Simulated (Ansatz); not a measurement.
CaAlHO2 in space group P4/mmm (No. 123; Ca on 1d, Al on 1a, O on 2f, H on 1b), the program Ansatz at the r²SCAN level (PAW). The conduction-band minimum lies at X, with 2 equivalent valleys. Second derivatives d²E/dk² of the lowest band at one valley (eV·Å²), along Cartesian directions:

```
direction  d²E/dk²
---------  -------
[100]        10.99
[010]        15.48
[001]        17.50
[110]        13.23
[101]        14.24
[011]        16.49
```

Q: Find the principal effective masses, the density-of-states mass and the conductivity mass.

A: Off-diagonal terms follow from H_xy = H[110] − (H_xx + H_yy)/2, and m*/mₑ = 7.620 eV·Å² over each eigenvalue: 0.44, 0.49, 0.69. One valley's DOS mass (m₁m₂m₃)^(1/3) = 0.53, conductivity mass 3/(Σ 1/mᵢ) = 0.52 mₑ.

Q: What effective density of states Nc follows at 300 K for parabolic valleys?

A: Nc = 2.509e19 × 2 × (0.53)^(3/2) ≈ 1.9e19 cm⁻³.

The start of the workflow was typed in or built on a structure type; neither database checked (COD, Materials Project) lists it. Whether it is the stable phase at ambient conditions was not checked. The cell was relaxed with r²SCAN under the symmetry of its start; its stability against distortions is not shown here.

Potentials: the earlier of the program's two PAW sets.

Edges and masses are those of Kohn–Sham bands, whose gap is no quasiparticle gap.
